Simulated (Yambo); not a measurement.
```
GaAs
1.0
    0.00000     2.81608     2.81608
    2.81608     0.00000     2.81608
    2.81608     2.81608     0.00000
Ga As
1 1
Direct
  0.00000   0.00000   0.00000
  0.75000   0.75000   0.75000
```

Workflow: PBE (stringent potentials; pw.x of Quantum ESPRESSO, ONCV potentials, without SOC), then G0W0 in Yambo (4×4×4 Γ-centred k mesh, bands 9 to 217 and a 15 Ry block in the screening, 217 bands in G with the Bruneval-Gonze terminator, plasmon pole fitted at 27.2 eV).

Give the PBE and G0W0 gaps between the band edges found on this mesh, and say where the edges lie.

Edges: Γ → Γ. PBE: 0.61 eV; G0W0: 1.27 eV. Convergence of the G0W0 settings was not tested. Spin-orbit splittings are left out.

Geometry strained from the cell relaxed with PBEsol, atoms relaxed again.
